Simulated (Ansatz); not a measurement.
MgS:
```cif
data_MgS
_chemical_formula_sum 'Mg1 S1'
_space_group_name_H-M_alt 'P 1'
_space_group_IT_number 1
_cell_length_a 3.67899
_cell_length_b 3.67899
_cell_length_c 3.67899
_cell_angle_alpha 60.000
_cell_angle_beta 60.000
_cell_angle_gamma 60.000
loop_
_space_group_symop_operation_xyz
  'x, y, z'
loop_
_atom_site_label
_atom_site_type_symbol
_atom_site_fract_x
_atom_site_fract_y
_atom_site_fract_z
_atom_site_occupancy
Mg1 Mg 0.00000 0.00000 0.00000 1
S1 S 0.50000 0.50000 0.50000 1
```

Relaxed with r²SCAN.

Problem. Which orbitals make up the states near the band edges in r²SCAN (plane waves, PAW; program Ansatz)?

Solution. Top 1 eV of the valence band: S 3p 98 %. Bottom 1 eV of the conduction band: Mg 3s 74 %, S 3p 6 %, outside the projected shells 16 %. Projections are on Löwdin-orthogonalised atomic valence shells; empty p or d shells of many metals are not among them.

Problem. Tabulate the density of states.

Solution. States/eV per cell of 2 atoms, in 0.25 eV bins, energy from the valence-band maximum.

| E (eV) | total | S 3p | Mg 3s | S 3s |
|---|---|---|---|---|
| -7.85 | 0.00 | 0.00 | 0.00 | 0.00 |
| -7.60 | 0.00 | 0.00 | 0.00 | 0.00 |
| -7.35 | 0.00 | 0.00 | 0.00 | 0.00 |
| -7.10 | 0.00 | 0.00 | 0.00 | 0.00 |
| -6.85 | 0.00 | 0.00 | 0.00 | 0.00 |
| -6.60 | 0.00 | 0.00 | 0.00 | 0.00 |
| -6.35 | 0.00 | 0.00 | 0.00 | 0.00 |
| -6.10 | 0.00 | 0.00 | 0.00 | 0.00 |
| -5.85 | 0.00 | 0.00 | 0.00 | 0.00 |
| -5.60 | 0.00 | 0.00 | 0.00 | 0.00 |
| -5.35 | 0.00 | 0.00 | 0.00 | 0.00 |
| -5.10 | 0.00 | 0.00 | 0.00 | 0.00 |
| -4.85 | 0.08 | 0.06 | 0.02 | 0.00 |
| -4.60 | 0.41 | 0.31 | 0.09 | 0.00 |
| -4.35 | 0.67 | 0.52 | 0.13 | 0.01 |
| -4.10 | 1.45 | 1.22 | 0.19 | 0.03 |
| -3.85 | 2.48 | 2.11 | 0.28 | 0.06 |
| -3.60 | 1.01 | 0.84 | 0.11 | 0.04 |
| -3.35 | 0.48 | 0.38 | 0.06 | 0.03 |
| -3.10 | 0.81 | 0.70 | 0.06 | 0.03 |
| -2.85 | 0.92 | 0.82 | 0.05 | 0.02 |
| -2.60 | 0.96 | 0.87 | 0.04 | 0.02 |
| -2.35 | 0.99 | 0.91 | 0.03 | 0.02 |
| -2.10 | 1.19 | 1.09 | 0.05 | 0.02 |
| -1.85 | 1.55 | 1.44 | 0.05 | 0.01 |
| -1.60 | 1.98 | 1.87 | 0.04 | 0.01 |
| -1.35 | 1.96 | 1.87 | 0.02 | 0.01 |
| -1.10 | 1.98 | 1.90 | 0.01 | 0.01 |
| -0.85 | 2.05 | 1.99 | 0.01 | 0.00 |
| -0.60 | 1.70 | 1.66 | 0.00 | 0.00 |
| -0.35 | 0.95 | 0.93 | 0.00 | 0.00 |
| -0.10 | 0.39 | 0.38 | 0.00 | 0.00 |
| 0.15 | 0.00 | 0.00 | 0.00 | 0.00 |
| 0.40 | 0.00 | 0.00 | 0.00 | 0.00 |
| 0.65 | 0.00 | 0.00 | 0.00 | 0.00 |
| 0.90 | 0.00 | 0.00 | 0.00 | 0.00 |
| 1.15 | 0.00 | 0.00 | 0.00 | 0.00 |
| 1.40 | 0.00 | 0.00 | 0.00 | 0.00 |
| 1.65 | 0.00 | 0.00 | 0.00 | 0.00 |
| 1.90 | 0.00 | 0.00 | 0.00 | 0.00 |
| 2.15 | 0.00 | 0.00 | 0.00 | 0.00 |
| 2.40 | 0.00 | 0.00 | 0.00 | 0.00 |
| 2.65 | 0.00 | 0.00 | 0.00 | 0.00 |
| 2.90 | 0.00 | 0.00 | 0.00 | 0.00 |
| 3.15 | 0.00 | 0.00 | 0.00 | 0.00 |
| 3.40 | 0.00 | 0.00 | 0.00 | 0.00 |
| 3.65 | 0.06 | 0.00 | 0.05 | 0.00 |
| 3.90 | 0.13 | 0.01 | 0.10 | 0.01 |
| 4.15 | 0.19 | 0.01 | 0.14 | 0.01 |
| 4.40 | 0.26 | 0.02 | 0.18 | 0.01 |
| 4.65 | 0.34 | 0.03 | 0.21 | 0.01 |
| 4.90 | 0.43 | 0.04 | 0.24 | 0.02 |
| 5.15 | 0.62 | 0.05 | 0.27 | 0.02 |
| 5.40 | 0.91 | 0.07 | 0.32 | 0.03 |
| 5.65 | 1.38 | 0.10 | 0.44 | 0.05 |
| 5.90 | 2.01 | 0.15 | 0.58 | 0.08 |
| 6.15 | 1.56 | 0.11 | 0.39 | 0.09 |
| 6.40 | 0.91 | 0.06 | 0.18 | 0.05 |
| 6.65 | 0.65 | 0.03 | 0.08 | 0.02 |
| 6.90 | 1.06 | 0.05 | 0.12 | 0.01 |
| 7.15 | 1.78 | 0.07 | 0.14 | 0.01 |
| 7.40 | 1.28 | 0.05 | 0.11 | 0.01 |
| 7.65 | 1.30 | 0.05 | 0.11 | 0.01 |
| 7.90 | 1.25 | 0.04 | 0.10 | 0.01 |
| 8.15 | 1.45 | 0.04 | 0.09 | 0.01 |

Space group Fm-3m (rock salt). Symmetry was held in the r²SCAN relaxation.

Potentials: the later of the program's two PAW sets.
